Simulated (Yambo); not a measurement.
A free-standing CdClOH monolayer (symmetry P3m1, slab cell 16.5 Å high), G0W0@PBEsol in Yambo with this input:

```
rim_cut
gw0
dyson
el_el_corr
HF_and_locXC
ppa
em1d
rim_w
RandQpts= 1000000
RandGvec= 2 Ry
CUTGeo= "slab z"
EXXRLvcs= 102 Ry
VXCRLvcs= 408 Ry
Chimod= "HARTREE"
% BndsRnXp
 5 | 100 |
%
NGsBlkXp= 6 Ry
% LongDrXp
 1.0 | 1.0 | 0.0 |
%
RandGvecW= 1000 mRy
PPAPntXp= 27.2114 eV
% GbndRnge
 1 | 100 |
%
GTermKind= "BG"
DysSolver= "n"
ExtendOut
```

On a 6×6×1 mesh, with wavefunctions cut at 102 Ry, the gap (Γ → Γ) is 5.213 eV and the valence edge shifts by -1.648 eV.

What happens with this change: no terminator?

The gap falls by 0.119 eV, to 5.094 eV; the shift of the valence edge becomes -1.413 eV. Neither run is shown to be the converged limit.

Spin-orbit coupling is not included.

Geometry relaxed with PBEsol; primitive cell a = 3.6460 Å, b = 3.6460 Å, c = 16.5000 Å, α = 90.00°, β = 90.00°, γ = 120.00°.

This is a model layer cut from the bulk structure; whether it is stable on its own was not checked.

A shift is the quasiparticle energy of the state minus its PBEsol energy.
